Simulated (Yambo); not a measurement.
A G0W0@PBEsol run in Yambo for LaOF (space group R-3m, No. 166) (4×4×4 Γ-centred k mesh, 109 bands and a 6 Ry block in the screening, 109 bands in G with the Bruneval-Gonze terminator, plasmon pole fitted at 27.2 eV) gives these matrix elements, in eV, at the band edges ((0, 0.25, -0.25) → (0, 0.25, -0.25)):

| state | E0 | <Vxc> | <Σx> | <Σc(E0)> | Z |
|---|---|---|---|---|---|
| valence edge | 0.000 | -19.009 | -23.928 | 4.136 | 0.792 |
| conduction edge | 4.540 | -13.162 | -5.852 | -4.741 | 0.826 |

### Question
Solve the linearised quasiparticle equation for both states, give the gap, and say how exchange and correlation each act on it.

### Answer
E = E0 + Z(Σx + Σc − Vxc). Valence: 0.000 + 0.792 × (-23.928 + (4.136) − (-19.009)) = -0.62 eV. Conduction: 4.540 + 0.826 × (-5.852 + (-4.741) − (-13.162)) = 6.66 eV. The gap is 7.28 eV, against 4.54 eV in PBEsol. Replacing Vxc by bare exchange alone would open it by 12.23 eV; correlation takes back 8.88 eV of that, and Z scales what is left. Convergence of the G0W0 settings was not tested. The mesh misses a band edge: along a dense path the PBEsol gap is 4.20 eV against 4.54 eV on the mesh. The 4f states are in the valence at their DFT position.

Geometry of the Materials Project entry, not relaxed at this level; primitive cell a = b = c = 7.1193 Å, α = β = γ = 32.99°.
